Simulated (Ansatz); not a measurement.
## Clamped-ion strain scan in Bi

Level of theory: Ansatz 0.2.0, DFT PBEsol, scalar-relativistic, plane waves, PAW. The runs took a 420 eV cutoff, a Γ-centred 12×12×4 mesh and Gaussian smearing (0.15 eV). Spin–orbit coupling is left out, which can shift energies with elements as heavy as these. No spin polarisation. Energies are free energies at this smearing, counted from the undisturbed cell; pressure is positive in compression.

Zero of the scan (as given, not relaxed at this level; it stands at -3.5 GPa; this form isn't the usual structure):

```
Bi
1.0
     4.53900    0.00000    0.00000
    -2.26950    3.93089    0.00000
     0.00000    0.00000   11.82900
Bi
2
Direct
  0.33333 0.66667 0.25000
  0.66667 0.33333 0.75000
```

The cell holds layers and no dispersion correction was added, so their binding is poorly described.

The cell is strained by ε times the Voigt pattern (0, 1, 0, 0, 0, 0) (xx, yy, zz, yz, xz, xy; engineering shear) with fractional coordinates fixed. The cell is metallic on the mesh throughout.

```csv
ε,ΔE (meV/atom)
-0.0600,-217.0
-0.0450,-159.3
-0.0300,-103.8
-0.0150,-50.7
0.0000,0.0
0.0150,48.4
0.0300,94.6
0.0450,138.5
0.0525,159.6
0.0600,180.3
```

Problem. Predict the pressure (GPa) at each point.

Solution.
| ε | pressure (GPa) |
| --- | --- |
| -0.0600 | -3.9 |
| -0.0450 | -3.8 |
| -0.0300 | -3.7 |
| -0.0150 | -3.6 |
| 0.0000 | -3.5 |
| 0.0150 | -3.4 |
| 0.0300 | -3.3 |
| 0.0450 | -3.2 |
| 0.0525 | -3.1 |
| 0.0600 | -3.1 |